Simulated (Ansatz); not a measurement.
The following input was run with Ansatz 0.2.0.

```yaml
crystal:
  lattice:
    - [3.1877281262, 0.0, 0.0]
    - [-1.5938640631, 2.7606535377, 0.0]
    - [0.0, 0.0, 27.8430169302]
  atoms:
    - { symbol: Mg, position: [0.6666666667, 0.3333333333, 0.2693673613] }
    - { symbol: Mg, position: [0.3333333333, 0.6666666667, 0.3618169674] }
    - { symbol: Mg, position: [0.6666666667, 0.3333333333, 0.4537751969] }
    - { symbol: Mg, position: [0.3333333333, 0.6666666667, 0.5462248031] }
    - { symbol: Mg, position: [0.0, 0.0, 0.6386744092] }
    - { symbol: Mg, position: [0.3333333333, 0.6666666667, 0.7306326387] }
basis:
  ecutwfc: 500
kpoints:
  mp_grid: { grid: [12, 12, 1] }
hamiltonian:
  xc: r2scan
scf:
  occupations: { method: gaussian, width: 0.01 }
  max_iter: 89
output:
  forces: true
  stress: true
  eigenvalues: true
efield:
  axis: 3
  dipole_correction: true
  ramp_width: 0.04
```

Run as
```bash
ansatz run input.yaml --threads 1 --pin off --max-ram 3072MiB --backend cpu --events-out ev --progress --plain --runs-dir out
```

Level of theory: Ansatz, DFT r2SCAN, scalar-relativistic, plane waves, PAW.

Part of what the program printed, abridged (final results; tables in files aren't shown):

```
SCF 1 converged in 13 iterations: F = -11557.719426 eV  dr2 = 6.64e-9
SCF converged after 13 iterations
Free energy (F): -11557.719426 eV
Harris-Foulkes:  -11557.719426 eV  (|F-HF|=3.14e-9)
Internal energy: -11557.718658 eV  (E = F + TS)
E sigma→0 (E₀):  -11557.719042 eV
Entropy (-TS):   -0.000767 eV (-0.128 meV/atom)
Fermi energy:    1.531148 eV
Dipole field:    D = 0.000143 V/Å  (p = 0.000194 e·Å, saw-weighted, corrected)
Work function:   Φ+ = 3.8245 eV   Φ− = 3.8285 eV
Levels:          The Fermi level and band energies are counted from a zero that moves with the ramp; work functions are not
--- Per-component energies (eV) ---
  E_band       = -2476.110822
  E_kinetic    = 444.665675
  E_local      = -44850.566158  (includes V_loc(G=0)·N_el)
  E_nonlocal   = 575.414742
  E_hartree    = 20914.148058
  E_xc         = -157.082540
  E_vxc        = -228.195663  (∫ρ·V_xc dr)
  E_paw        = -1777.877986  (= ΣΔE_a)
  E_vpaw       = -260.752719  (= ΣTr[D̂ρ^β])
  E_aug_tail   = -0.000009  (compensation charges beyond the density's cutoff)
  E_vtau       = 15.021006  (kinetic-family band-sum trace: ∫τ·v_τ [+ j·A + Jᵃ·Aᵃ] dr)
  E_efield     = 0.000000  (sawtooth field / dipole correction)
  E_vefield    = -0.000020  (∫n·V_field dr)
  E_ewald      = 13293.736808
  E_core_change = -0.157249  (= ΣΔE_core)
  E_smearing   = -0.000767  (= −TS)
--- Forces (eV/Å), atoms counted from 1 ---
  atom   1  Mg     0.00000000     0.00000000    -0.03064002
  atom   2  Mg     0.00000000     0.00000000     0.04737731
  atom   3  Mg     0.00000000     0.00000000    -0.03771064
  atom   4  Mg     0.00000000     0.00000000     0.03859837
  atom   5  Mg     0.00000000     0.00000000    -0.06621352
  atom   6  Mg     0.00000000     0.00000000     0.04857943
--- Stress (GPa, compression-positive) ---
       -0.676499       0.000000       0.000000
        0.000000      -0.676499       0.000000
        0.000000       0.000000       0.110454
  P = ⅓ Tr σ = -0.4142 GPa (-4.142 kbar)
--- Band table (eV; the first three rows and the last of 19) ---
  k-point 0: bands = ["-77.5975", "-77.5874", "-77.4178", "-77.4124", "-77.3577", "-77.3439", "-42.7235", "-42.7139", "-42.6661", "-42.6661", "-42.6558", "-42.6558", "-42.5224", "-42.5039", "-42.5030", "-42.5030", "-42.4968", "-42.4968", "-42.4586", "-42.4446", "-42.4398", "-42.4398", "-42.4259", "-42.4259", "-5.7337", "-5.2886", "-4.6040", "-3.6291", "-2.4068", "-0.9257", "0.2278", "2.1817", "3.7833", "5.0209", "5.3604", "6.6502"]
  k-point 1: bands = ["-77.5973", "-77.5872", "-77.4177", "-77.4123", "-77.3575", "-77.3438", "-42.7232", "-42.7137", "-42.6678", "-42.6665", "-42.6575", "-42.6562", "-42.5219", "-42.5058", "-42.5035", "-42.5030", "-42.4984", "-42.4972", "-42.4584", "-42.4444", "-42.4415", "-42.4402", "-42.4277", "-42.4264", "-5.5869", "-5.1424", "-4.4587", "-3.4851", "-2.2642", "-0.7837", "0.3652", "2.3178", "3.9173", "5.1550", "5.4954", "6.7787"]
  k-point 2: bands = ["-77.5970", "-77.5869", "-77.4173", "-77.4119", "-77.3572", "-77.3434", "-42.7226", "-42.7130", "-42.6725", "-42.6677", "-42.6622", "-42.6574", "-42.5206", "-42.5106", "-42.5048", "-42.5043", "-42.5018", "-42.4983", "-42.4580", "-42.4462", "-42.4440", "-42.4414", "-42.4324", "-42.4275", "-5.1481", "-4.7054", "-4.0245", "-3.0546", "-1.8381", "-0.3604", "0.7773", "2.7203", "4.3095", "5.5493", "5.8961", "7.1370"]
  k-point 18: bands = ["-77.5952", "-77.5852", "-77.4154", "-77.4103", "-77.3554", "-77.3417", "-42.7196", "-42.7101", "-42.6843", "-42.6841", "-42.6739", "-42.6738", "-42.5228", "-42.5225", "-42.5190", "-42.5144", "-42.5070", "-42.5049", "-42.4580", "-42.4576", "-42.4562", "-42.4441", "-42.4438", "-42.4420", "0.9176", "0.9813", "1.0814", "1.3270", "1.4204", "1.4726", "1.9056", "1.9646", "2.0272", "2.7355", "3.6303", "3.8158"]
```

The run converged.

The smearing is narrow for a metal on this mesh.